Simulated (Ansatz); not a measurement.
Values for one crystal, relaxed and computed with plane-wave PAW r²SCAN (Ansatz code); other levels are named.

- Volume per atom = 21.24 Å³
- Electronic character = metallic (no gap)
- Gap with spin–orbit coupling = none (metallic)
- Formation energy from the elements (no fitted shifts) = 0.45 eV/atom
- Pressure derivative B′ = 5.3
- Density of states at the Fermi level = 0.15 states/eV per atom (mean over ±0.08 eV)
- Bulk modulus (Birch–Murnaghan fit) = 66.3 GPa

Task: Pick the material that matches.
A. CuI, CsCl type
B. TaN, P6/mmm (Ta on 1a, Ta on 2d, N on 3f)
C. LiC6, P6/mmm (Li on 1a, C on 6k)
D. Cu3Sb, P6/mmm (Sb on 1a, Cu on 1b, Cu on 2c)

Result: D, Cu3Sb, P6/mmm (Sb on 1a, Cu on 1b, Cu on 2c)

The start of the workflow was typed in or built on a structure type; neither database checked (COD, Materials Project) lists it. Whether it is the stable phase at ambient conditions was not checked. Symmetry was held in the r²SCAN relaxation; its stability against distortions is not shown here. No spin polarisation was allowed. Its formation energy is positive at this level, so the cell may be metastable or incomplete. The references are the lowest solids computed at this level, not always the standard phases. Scalar-relativistic: spin–orbit coupling is off unless named, which matters more the heavier the elements.

Potentials: the earlier of the program's two PAW sets.
